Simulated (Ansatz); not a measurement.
InPd₂:
```
CELL_PARAMETERS angstrom
      5.66651     0.00000     0.00000
      0.00000     4.22402     0.00000
      0.00000     0.00000     8.28366
ATOMIC_POSITIONS crystal
  In 0.82306 0.25000 0.60050
  In 0.17694 0.75000 0.39950
  In 0.67694 0.75000 0.10050
  In 0.32306 0.25000 0.89950
  Pd 0.93066 0.25000 0.27024
  Pd 0.06934 0.75000 0.72976
  Pd 0.56934 0.75000 0.77024
  Pd 0.43066 0.25000 0.22976
  Pd 0.65699 0.75000 0.42815
  Pd 0.34301 0.25000 0.57185
  Pd 0.84301 0.25000 0.92815
  Pd 0.15699 0.75000 0.07185
```

Relaxed with r²SCAN. Special points in fractions of this cell's reciprocal vectors: Γ (0.000, 0.000, 0.000); X (0.500, 0.000, 0.000); S (0.500, 0.500, 0.000); Y (0.000, 0.500, 0.000); Z (0.000, 0.000, 0.500); U (0.500, 0.000, 0.500); R (0.500, 0.500, 0.500); T (0.000, 0.500, 0.500).

Q: List the band energies nearest the Fermi level at these points for r²SCAN (plane waves, PAW; program Ansatz).

A: In eV from the Fermi level; about four levels below and three above (degenerate sets whole), none deeper than 8.9 eV; points with the same levels are listed once.

```tsv
k	below	above
Γ	-0.48 -0.30 -0.10 -0.05	0.79 1.07 1.87
X	-1.37 -1.37 -0.90 -0.90	3.20 3.20 3.46 3.46
S	-0.15 -0.15 -0.15 -0.15	0.90 0.90 0.90 0.90
Y	-0.93 -0.93 -0.76 -0.76	2.40 2.40 3.20 3.20
Z	-0.57 -0.57 -0.08 -0.08	0.42 0.42 1.90 1.90 1.91 1.91
U	-1.50 -1.50 -0.88 -0.88	0.39 0.39 0.75 0.75
R	-0.27 -0.27 -0.27 -0.27	1.99 1.99 1.99 1.99
T	-1.08 -1.08 -0.77 -0.77	0.44 0.44 0.84 0.84
```

Space group Pnma. The first step of the workflow began from a Materials Project structure, measured or hypothetical; the Crystallography Open Database copy checked does not list it. Whether it is the stable phase at ambient conditions was not checked. The cell was relaxed with r²SCAN under the symmetry of its start; its stability against distortions is not shown here. No spin polarisation was allowed. Scalar-relativistic: spin–orbit coupling is off unless named, which matters more the heavier the elements.

Potentials: the later of the program's two PAW sets.
